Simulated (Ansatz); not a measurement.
ZrTiAs:
```xyz
6
Lattice="-1.8709 1.8709 7.3679 1.8709 -1.8709 7.3679 1.8709 1.8709 -7.3679" Properties=species:S:1:pos:R:3 pbc="T T T"
Zr     0.0000     0.0000     4.7281
Zr     0.0000     0.0000    10.0077
Ti     0.0000     1.8709     0.0000
Ti     1.8709     0.0000     0.0000
As     0.0000     0.0000     1.9047
As     0.0000     0.0000    12.8310
```

Relaxed with PBEsol.

Problem. Give the Bader charges and basin volumes of the independent atoms, PBEsol in the plane-wave PAW code Ansatz.

Solution. 

| atom | Bader charge (e) | Bader volume (Å³) |
|---|---|---|
| Zr1 | +1.11 | 16.4 |
| Ti3 | +0.64 | 12.7 |
| As5 | -1.75 | 22.5 |

Space group I4/mmm. The workflow started from an entry of the Crystallography Open Database (COD, 295 K). Its standing as an ambient phase is unchecked. Symmetry was held in the PBEsol relaxation; whether a distortion lowers the energy is not shown. The run is not spin-polarised.

Potentials: the later of the program's two PAW sets.
